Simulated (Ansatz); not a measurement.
GePd$_{5}$:
```
GePd5
1.0
    2.76837     3.86146     0.00000
   -2.76837     3.86146     0.00000
   -1.18983     0.00000     8.38645
Ge Pd
2 10
Direct
  0.22697   0.77303   0.70733
  0.77303   0.22697   0.29267
  0.18756   0.18756   0.50000
  0.81244   0.81244   0.50000
  0.72386   0.79333   0.82629
  0.27614   0.20667   0.17371
  0.79333   0.72386   0.17371
  0.20667   0.27614   0.82629
  0.65534   0.34466   0.64728
  0.34466   0.65534   0.35272
  0.74463   0.25537   0.99402
  0.25537   0.74463   0.00598
```

Relaxed with r²SCAN. Special points in fractions of this cell's reciprocal vectors: Γ (0.000, 0.000, 0.000); Y (0.500, 0.500, 0.000); M (0.500, 0.500, 0.500); A (0.000, 0.000, 0.500); L2 (0.000, 0.500, 0.500); V2 (0.000, 0.500, 0.000).

Problem. List the band energies nearest the Fermi level at these points for the program Ansatz at the r²SCAN level (PAW).

Solution. In eV from the Fermi level; about four levels below and three above (degenerate sets whole), none deeper than 8.9 eV; points with the same levels are listed once.

```tsv
k	below	above
Γ	-0.47 -0.36 -0.32 -0.29	0.51 1.74 1.97
Y	-0.31 -0.29 -0.22 -0.15	0.28 0.41 0.55
M	-0.20 -0.14 -0.13 -0.04	0.24 0.45 1.02
A	-0.34 -0.34 -0.15 -0.01	0.92 0.98 1.35
L2	-0.70 -0.59 -0.43 -0.40	1.04 1.31 1.58
V2	-0.66 -0.51 -0.43 -0.24	0.06 0.27 1.13
```

Space group C2/m. The first step of the workflow began from a Materials Project structure, measured or hypothetical; the Crystallography Open Database copy checked does not list it. Its standing as an ambient phase is unchecked. The r²SCAN relaxation kept the symmetry of its start; its stability against distortions is not shown here. No spin polarisation was allowed. Spin–orbit coupling is left out wherever it is not named.

Potentials: the later of the program's two PAW sets.
